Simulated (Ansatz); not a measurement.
Data:

TiB₂ (AlB2 type, space group P6/mmm)

```
CELL_PARAMETERS angstrom
      3.03199     0.00000     0.00000
     -1.51599     2.62578     0.00000
      0.00000     0.00000     3.22437
ATOMIC_POSITIONS crystal
  Ti 0.00000 0.00000 0.00000
  B  0.33333 0.66667 0.50000
  B  0.66667 0.33333 0.50000
```

In this cell atom 1 (Ti, nearest neighbour B at 2.380 Å; its periodic images, 3.0 Å or more away, move with it) is moved by s along Cartesian x, unit vector (1.000, 0.000, 0.000); all other atoms and the cell stay fixed.

All values below come from PBE (plane waves to 420 eV, PAW, scalar-relativistic; Ansatz, a first-principles code). k mesh 14×14×12 (Γ-centred), Fermi-Dirac smearing 0.05 eV. E stands for the smeared free energy. With partly filled bands, energies and forces of such displacements shift with the k mesh and the smearing. TiB2 is run without spin polarisation. TiB2 was relaxed with its symmetry unable to fall. The zero of ΔE is the undisplaced structure.

The scan covers s from -0.480 to 0.480 Å in 11 points.

**Question.** Is the energy the same for equal positive and negative displacements?

**Answer.** Even: the same for both signs. With its periodic images moving along, the atom's site symmetry in this cell is 6/mmm.

**Question.** What is the force constant k = d²E/ds² of this move at s = 0?

**Answer.** 14.2 eV/Å².

(A displaced cell: forces are minus the slopes of the energy, force constants its curvatures, and phonons follow from these.)
